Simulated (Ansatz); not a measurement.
NbAs (CsCl type, Pm-3m) under volume change, DFT-PBE in the program Ansatz with PAW potentials, scaled uniformly.

```json
[
 {"V (Å³/atom)": "15.155", "E − E(relaxed) (meV/atom)": "82.6", "P (GPa)": "19.20"},
 {"V (Å³/atom)": "15.655", "E − E(relaxed) (meV/atom)": "34.7", "P (GPa)": "11.74"},
 {"V (Å³/atom)": "16.154", "E − E(relaxed) (meV/atom)": "8.2", "P (GPa)": "5.40"},
 {"V (Å³/atom)": "16.654", "E − E(relaxed) (meV/atom)": "0.0", "P (GPa)": "0.01"},
 {"V (Å³/atom)": "17.154", "E − E(relaxed) (meV/atom)": "7.3", "P (GPa)": "-4.57"},
 {"V (Å³/atom)": "17.653", "E − E(relaxed) (meV/atom)": "27.8", "P (GPa)": "-8.47"},
 {"V (Å³/atom)": "18.153", "E − E(relaxed) (meV/atom)": "59.5", "P (GPa)": "-11.77"}
]
```

What does a third-order Birch–Murnaghan fit give for V₀, B₀ and B′?

V₀ = 16.66 Å³/atom, B₀ = 165 GPa, B′ = 4.4.

A made-up cell: these elements were put on the sites of a structure type; neither database checked (COD, Materials Project) lists it. COD files the formula under space group No. 109, so this cell is another polymorph or a model. Its standing as an ambient phase is unchecked. The PBE relaxation kept the symmetry of its start; its stability against distortions is not shown here. No spin polarisation was allowed.

Potentials: the later of the program's two PAW sets.
